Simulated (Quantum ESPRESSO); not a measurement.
## BSi2ON3 (convergence and cost over cutoff and k mesh)

Simulated, not a measurement. The program is pw.x of Quantum ESPRESSO 7.5 (plane-wave density functional theory). The cell is made up: 7 atoms on a wurtzite lattice with one site empty, with randomly drawn elements, strain and displacements, not relaxed. PseudoDojo standard norm-conserving files (v0.5 for PBE, v0.4.1 for LDA and PBEsol) set the functional; there is no spin polarisation, spin-orbit coupling or dispersion term, and the masses in the input are unused placeholders.

Input of the run in row 4:

```
&control calculation='scf', pseudo_dir='./dojo.nc.sr.pbe.v0_5.standard.upf', outdir='./o', disk_io='medium', tprnfor=.true., tstress=.true. /
&system ibrav=0, nat=7, ntyp=4, nbnd=22, ecutwfc=84.00895049, nosym=.true., tot_charge=0,
 occupations='smearing', smearing='fd', degauss=0.0018374661
/
&electrons conv_thr=7.350e-09, electron_maxstep=60, /
ATOMIC_SPECIES
B 1.0 B.upf
N 1.0 N.upf
O 1.0 O.upf
Si 1.0 Si.upf
CELL_PARAMETERS angstrom
2.8946 -0.0496 -0.0269
-0.086 4.9692 0.0303
-0.0439 0.0286 4.8348
ATOMIC_POSITIONS angstrom
B 0.0728 -0.0672 -0.0551
Si 1.2526 2.4191 0.0538
Si 0.0161 3.4967 2.4058
O 0.0487 0.1482 1.8377
N 1.5199 2.4223 1.6379
N 1.4925 0.786 4.3654
N -0.0999 3.3838 4.291
K_POINTS automatic
6 4 4 1 1 1
```

The same cell was run at these settings. Meshes are shifted by half a step, and differences are from the last row, which is itself not exact.

```
cutoff (eV)     k mesh  k points solved  threshold (eV)  free energy less the last row's (eV)  pressure (GPa)  largest stress difference (GPa)  largest force difference (eV/Å)  iterations  wall time (s)  k-point pools              processor
        800  2 x 2 x 2                4           1e-04                                -0.518          -24.32                            14.94                            0.333           9             10              1  AMD EPYC, Zen 5 class
       1143  1 x 1 x 1                1           1e-07                                -2.638          -20.77                             8.31                            2.493          13             13              1  AMD EPYC, Zen 5 class
        821  6 x 4 x 4               48           1e-07                                 0.289          -21.80                             5.07                            0.019          13             93              1  AMD EPYC, Zen 5 class
       1143  6 x 4 x 4               48           1e-07                                -0.001          -16.80                             0.03                            0.002          13            136              1  AMD EPYC, Zen 5 class
       1437  8 x 6 x 6              144           1e-07                                 0.000          -16.80                             0.00                            0.000          13            614              1  AMD EPYC, Zen 5 class
```

Each pool is one process. Wall times include start-up and a band step at six k points, which weighs most on the coarsest meshes. The runs were on shared virtual cores whose load varied, so times are rough.